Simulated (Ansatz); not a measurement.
Starting cell, PbBrF (space group P4/nmm):

```xyz
12
Lattice="4.1013 0.0000 0.0000 0.0000 4.1013 0.0000 0.0000 0.0000 14.7668" Properties=species:S:1:pos:R:3 pbc="T T T"
Pb     0.0000     2.0506     5.9435
Pb     0.0000     2.0506    13.3269
Pb     2.0506     0.0000     1.4399
Pb     2.0506     0.0000     8.8233
Br     2.0506     0.0000     4.7716
Br     2.0506     0.0000    12.1550
Br     0.0000     2.0506     2.6118
Br     0.0000     2.0506     9.9952
F      2.0506     2.0506     0.0000
F      2.0506     2.0506     7.3834
F      0.0000     0.0000     0.0000
F      0.0000     0.0000     7.3834
```

The atoms are displaced by Q × the pattern below (from a DFPT mode at Z = (0.0, 0.0, 0.5), largest move 1; Q in Å), at fixed cell. It is one choice among 2 degenerate patterns. (q is in reciprocal vectors of the primitive cell; the cell shown is doubled to hold the pattern.)

| atom | x | y | z |
|---|---|---|---|
| Pb1 | 0.000 | 0.006 | 0.000 |
| Pb2 | 0.000 | -0.006 | 0.000 |
| Pb3 | 0.000 | 0.006 | 0.000 |
| Pb4 | 0.000 | -0.006 | 0.000 |
| Br5 | 0.000 | -0.038 | 0.000 |
| Br6 | 0.000 | 0.038 | 0.000 |
| Br7 | 0.000 | -0.038 | 0.000 |
| Br8 | 0.000 | 0.038 | 0.000 |
| F9 | 0.000 | 1.000 | 0.000 |
| F10 | 0.000 | -1.000 | 0.000 |
| F11 | 0.000 | -1.000 | 0.000 |
| F12 | 0.000 | 1.000 | 0.000 |

All values below come from LDA (plane waves to 420 eV, PAW, scalar-relativistic; Ansatz, a program for electronic structure). k mesh 8×8×3 (Γ-centred), Fermi-Dirac smearing 0.05 eV. Energies are smeared free energies. PbBrF was relaxed with its symmetry unable to fall. Spin-orbit coupling is left out, though Pb is heavy. ΔE is measured from the undisplaced structure.

```csv
Q (Å),ΔE (meV/cell)
-0.2800,628
-0.2333,428
-0.1867,withheld
-0.1400,149
-0.0933,66
-0.0467,16
0.0000,0
0.0467,16
0.0933,66
0.1400,149
0.1867,withheld
0.2333,428
0.2800,628
```

**Question.** Fit an even polynomial form (powers 2, 4) to the given rows and predict ΔE at Q = 0.1867.

**Answer.** Least squares on the 11 given rows: ΔE = (7501)·Q² + (6526)·Q⁴, in meV/cell with Q in Å; root-mean-square residual 0.3 meV/cell. At 0.1867 the fit gives 269 meV/cell; the calculation gives 269 meV/cell, the same to the digits shown. The quadratic term alone would give 261 meV/cell.

(A displaced cell: forces are minus the slopes of the energy, force constants its curvatures, and phonons follow from these.)
